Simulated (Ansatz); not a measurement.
Profile along the Au–Au line in Au (fcc, Cu type)

Au (fcc, Cu type)

```
Au
1.0
    0.00000     2.06201     2.06201
    2.06201     0.00000     2.06201
    2.06201     2.06201     0.00000
Au
1
Direct
  0.00000   0.00000   0.00000
```

Fields along a shortest Au–Au line of a {100} plane (2.92 Å), from Au to Au, interpolated on the slice's grid (step about 0.1 Å). Computed with r2SCAN (plane waves to 500 eV, PAW, scalar-relativistic; Ansatz, a first-principles code). k mesh 19×19×19. Inside the PAW spheres the values are not all-electron values, and peaks at nuclei hang on which shells count as valence. Au was relaxed with its symmetry unable to fall. Spin-orbit coupling is left out, though Au is heavy. The PAW data are Ansatz's earlier set.

```json
[
 {"distance from Au (Å)": "0.00", "valence electron density (e/Å³)": "15.72", "electron localisation function": "x"},
 {"distance from Au (Å)": "0.15", "valence electron density (e/Å³)": "14.59", "electron localisation function": "x"},
 {"distance from Au (Å)": "0.29", "valence electron density (e/Å³)": "11.86", "electron localisation function": "x"},
 {"distance from Au (Å)": "0.44", "valence electron density (e/Å³)": "8.72", "electron localisation function": "x"},
 {"distance from Au (Å)": "0.58", "valence electron density (e/Å³)": "5.84", "electron localisation function": "0.52"},
 {"distance from Au (Å)": "0.73", "valence electron density (e/Å³)": "3.39", "electron localisation function": "0.49"},
 {"distance from Au (Å)": "0.88", "valence electron density (e/Å³)": "1.51", "electron localisation function": "0.42"},
 {"distance from Au (Å)": "1.02", "valence electron density (e/Å³)": "0.72", "electron localisation function": "0.33"},
 {"distance from Au (Å)": "1.17", "valence electron density (e/Å³)": "0.44", "electron localisation function": "0.25"},
 {"distance from Au (Å)": "1.31", "valence electron density (e/Å³)": "0.30", "electron localisation function": "0.21"},
 {"distance from Au (Å)": "1.46", "valence electron density (e/Å³)": "0.26", "electron localisation function": "0.19"},
 {"distance from Au (Å)": "1.61", "valence electron density (e/Å³)": "0.30", "electron localisation function": "0.21"},
 {"distance from Au (Å)": "1.75", "valence electron density (e/Å³)": "0.44", "electron localisation function": "0.25"},
 {"distance from Au (Å)": "1.90", "valence electron density (e/Å³)": "0.72", "electron localisation function": "0.33"},
 {"distance from Au (Å)": "2.04", "valence electron density (e/Å³)": "1.51", "electron localisation function": "0.42"},
 {"distance from Au (Å)": "2.19", "valence electron density (e/Å³)": "3.39", "electron localisation function": "0.49"},
 {"distance from Au (Å)": "2.34", "valence electron density (e/Å³)": "5.84", "electron localisation function": "0.52"},
 {"distance from Au (Å)": "2.48", "valence electron density (e/Å³)": "8.72", "electron localisation function": "x"},
 {"distance from Au (Å)": "2.63", "valence electron density (e/Å³)": "11.86", "electron localisation function": "x"},
 {"distance from Au (Å)": "2.77", "valence electron density (e/Å³)": "14.59", "electron localisation function": "x"},
 {"distance from Au (Å)": "2.92", "valence electron density (e/Å³)": "15.72", "electron localisation function": "x"}
]
```

x: too close to a nucleus for the ELF to mean much.

Density on the Au–Au line (2.92 Å) at its midpoint: 0.26 e/Å³. ELF at that point: 0.19.
